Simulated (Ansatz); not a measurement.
Q: Each is relaxed and computed with the program Ansatz at the PBEsol level (PAW). Which is the only metal?
A) GeSe2, I-42d (Ge on 4a, Se on 8d)
B) CuCl, Pnma (Cu on 4c, Cl on 4c)
C) SiGe, wurtzite
D) NiGe, Pnma (Ni on 4c, Ge on 4c)

A: D, NiGe, Pnma (Ni on 4c, Ge on 4c). NiGe: metal; SiGe: gap 0.35 eV (indirect); CuCl: gap 0.64 eV (direct); GeSe2: gap 1.34 eV (indirect). Typed or built starts, not in the databases checked: CuCl, Pnma (Cu on 4c, Cl on 4c). Not the usual ambient phase: CuCl, Pnma (Cu on 4c, Cl on 4c). Standing as an ambient phase not checked: SiGe, wurtzite; GeSe2, I-42d (Ge on 4a, Se on 8d). Began spin-polarised and lost the moments: CuCl, Pnma (Cu on 4c, Cl on 4c). All cells were relaxed under the symmetry of their starts (and spin orders); stability against distortions was not tested throughout. Rows with no word on spin ran without spin polarisation. Spin–orbit coupling is left out wherever it is not named.

Potentials: the later of the program's two PAW sets.
